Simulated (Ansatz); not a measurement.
**C: stationary points along a deformation path**

Method: Ansatz, DFT LDA, scalar-relativistic, plane waves, PAW. Cutoff 420 eV, Γ-centred 12×12×12 k-points, Gaussian smearing of 0.05 eV. No spin polarisation. Energies are free energies at this smearing, counted from the undisturbed cell; pressure is positive in compression.

The undisturbed cell (as given, not relaxed at this level; it stands at -4.1 GPa):

```
CELL_PARAMETERS angstrom
1.22803 0.70900 3.34701
-1.22803 0.70900 3.34701
0.00000 -1.41800 3.34701
ATOMIC_POSITIONS crystal
C 0.16400 0.16400 0.16400
C 0.83600 0.83600 0.83600
```

The cell holds layers and no dispersion correction was added, so their binding is poorly described.

At fixed volume and fractional coordinates, lengths along (0.000, 0.000, 1.000) are scaled against those across it; ρ is that ratio over its starting value. V = 8.742 Å³/atom. Δσ is the stress along the axis less the mean stress across it (compression positive).

```
    ρ  ΔE (meV/atom)  Δσ (GPa) space group
0.800          408.9     92.50         R-3m
0.850          228.6     70.75         R-3m
0.920           68.6     39.97         R-3m
0.960           20.2     22.38         R-3m
1.000            0.0      4.78         R-3m
1.050           10.9    -17.29         R-3m
1.100           58.8    -39.46         R-3m
1.200          253.4    -84.26         R-3m
1.300          563.9   -129.77         R-3m
```

How does the stress give the slope of the energy, and where is the energy stationary?

Along the path d ln(length) is 2/3 d ln ρ on the axis and −1/3 d ln ρ across it, so dE/d ln ρ = −(2/3) V Δσ: the energy falls with ρ where Δσ is positive. Δσ vanishes or changes sign between ρ = 1.000 and 1.050, a minimum (near 1.01 by linear interpolation). Pairs of stationary points between two samples would go unseen, and could change a minimum read from distant neighbours into a maximum.

Integrate that slope from ρ = 1 to 0.850 by the trapezoid rule.

With V/N in Å³ and 1 eV/Å³ = 160.2 GPa the slopes at ρ = 1.000, 0.960, 0.920, 0.850 are -174, -814, -1454, -2574 meV/atom per unit of ln ρ. The steps add 20.2 + 48.3 + 159.4 = 227.8 meV/atom, against 228.6 from the energies; the trapezoid rule misses the curvature of the slope within each step.

Forces appear on the atoms along this scan, and letting them relax would lower the energy and soften the response.